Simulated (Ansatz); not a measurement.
Sb: stiffness from a series of strains

```yaml
crystal:
  lattice:
    - [-1.50500, 1.50500, 2.48000]
    - [1.50500, -1.50500, 2.48000]
    - [1.50500, 1.50500, -2.48000]
  atoms:
    - { symbol: Sb, position: [0.00000, 0.00000, 0.00000] }
```

The geometry is COD entry 9013010, unchecked; take it as a test cell.

No spin–orbit coupling, which matters for the heavy atoms here.

Theory: DFT, PBEsol, all-electron LAPW, scalar-relativistic in Ansatz 0.2.0.

Sampling and basis: a Γ-centred 19×19×19 k mesh, Fermi–Dirac smearing of 0.05 eV, basis error target 0.25 meV/atom, no spin polarisation.

The strain is applied along the Cartesian axes of the cell as listed (the other components stay zero). Fractional coordinates are held (clamped ions).

σ is the change of stress from the unstrained cell, which is at 15.13 GPa; tension is positive, so slopes are stress–strain coefficients at that pressure. In a metal the k mesh adds noise.

Only quantities that a quadratic follows smoothly over the whole series are listed; rougher ones are left out.

```csv
εzz,σzz (GPa),σxx (GPa)
-0.0300,-5.19,-3.31
-0.0200,-3.42,-2.11
-0.0100,-1.60,-1.05
0.0000,0.00,0.00
0.0200,2.15,2.22
0.0300,3.27,3.20
```

Task: Fit the series and read off the stiffness at zero strain.

Result: Least-squares fits y = p0 + p1 x + p2 x² to the rows give σzz (GPa): p1 = 140, p2 = -1000; σxx (GPa): p1 = 108, p2 = -91. So C33 = 140 GPa and C13 = 108 GPa, for these axes.

Task: One run, at εzz = 0.0100, is withheld. Predict its row.

Result: The fits give 1.19, 1.12; the run gave 1.21, 1.10.
